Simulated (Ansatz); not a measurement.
Sn:
```
CELL_PARAMETERS angstrom
     -4.05033     4.05033     4.05033
      4.05033    -4.05033     4.05033
      4.05033     4.05033    -4.05033
ATOMIC_POSITIONS crystal
  Sn 0.50000 0.75000 0.25000
  Sn 0.25000 0.50000 0.75000
  Sn 0.75000 0.50000 0.25000
  Sn 0.50000 0.25000 0.75000
  Sn 0.25000 0.75000 0.50000
  Sn 0.75000 0.25000 0.50000
```

Relaxed with r²SCAN. Special points in fractions of this cell's reciprocal vectors: Γ (0.000, 0.000, 0.000); H (0.500, -0.500, 0.500); N (0.000, 0.000, 0.500); P (0.250, 0.250, 0.250).

**Question.** List the band energies nearest the Fermi level at these points for DFT-r²SCAN with spin–orbit coupling in the program Ansatz with PAW potentials.

**Answer.** In eV from the Fermi level; about four levels below and three above (degenerate sets whole), none deeper than 8.9 eV; points with the same levels are listed once.

```csv
k,below,above
Γ,-1.92 -1.92 -1.92 -1.92 -1.78 -1.78,1.26 1.26 1.26 1.26
H,-0.02 -0.02 -0.02 -0.02,0.13 0.13 0.13 0.13
N,-1.28 -1.28 -0.81 -0.81,0.84 0.84 1.36 1.36
P,-1.65 -1.65 -1.65 -1.65,1.86 1.86 1.86 1.86
```

Space group Im-3m. The start of the workflow was typed in or built on a structure type; the Crystallography Open Database copy checked does not list it. It is not the phase usual at ambient conditions (space group No. 141). The r²SCAN relaxation kept the symmetry of its start; whether a distortion lowers the energy is not shown. The volume moved by 33 % from the start of the relaxation. The Fermi level of a semimetal is unsure by some 0.05 eV on such meshes.

Potentials: the later of the program's two PAW sets.
